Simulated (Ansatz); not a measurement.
# VSi: relaxation of cell and atoms

Theory: DFT, PBE, PAW with Ansatz's default frozen-core files, scalar-relativistic (Ansatz 0.2.0).

Command: `ansatz run input.yaml --threads 1 --pin off --max-ram 3072MiB --backend cpu --events-out ev --progress --plain --runs-dir out` The run took about 24 s on 1 thread of a shared machine.

```yaml
crystal:
  lattice:
    - [0.0, 2.4315819533, 2.4315819533]
    - [2.4315819533, 0.0, 2.4315819533]
    - [2.4315819533, 2.4315819533, 0.0]
  atoms:
    - { symbol: V, position: [0.0, 0.0, 0.0], spin: 1.5 }
    - { symbol: Si, position: [0.5, 0.5, 0.5] }
magnetization:
  spin_polarized: true
kpoints:
  mp_grid: { grid: [13, 13, 13] }
scf:
  occupations: { method: fermi_dirac, width: 0.03 }
hamiltonian:
  xc: pbe
  pseudopotentials: { kind: paw }
output:
  forces: true
  stress: true
relax:
  f_tol: 0.005
  max_steps: 80
  cell: {}
```

The run is spin-polarised from parallel moments and ends with 0.00 μB in the cell; other orders may lie lower.

The cell is built from the rocksalt type as a first guess.

The cutoff is 420 eV; energies and pressures of the walk include the program's estimate of the Pulay term.

Each frame lists the cell vectors (Å), then Cartesian positions (Å); symmetry keeps all forces zero. Free energies count from the first step, -3548.2181 eV.

The walk took 4 evaluations in all; steps that aren't listed are left out.

Step 1: E = 0.0 meV, P = 2.14 GPa

```
cell 0.0000 2.4316 2.4316 2.4316 0.0000 2.4316 2.4316 2.4316 0.0000
V     0.0000    0.0000    0.0000
Si    2.4316    2.4316    2.4316
```

Step 2: E = -2.6 meV, P = 0.54 GPa

```
cell 0.0000 2.4406 2.4406 2.4406 0.0000 2.4406 2.4406 2.4406 0.0000
V     0.0000    0.0000    0.0000
Si    2.4406    2.4406    2.4406
```

(1) How does the relaxation end?

Results:

(1) It converges, with a = 4.887 Å, b = 4.887 Å, c = 4.887 Å, α = 90.00°, β = 90.00°, γ = 90.00° (conventional cell, space group Fm-3m). The last solve (on a basis chosen afresh for the final cell, so its energy is not quite comparable) gives E = -2.9 meV, P = 0.01 GPa:
```
cell 0.0000 2.4437 2.4437 2.4437 0.0000 2.4437 2.4437 2.4437 0.0000
V     0.0000    0.0000    0.0000
Si    2.4437    2.4437    2.4437
```
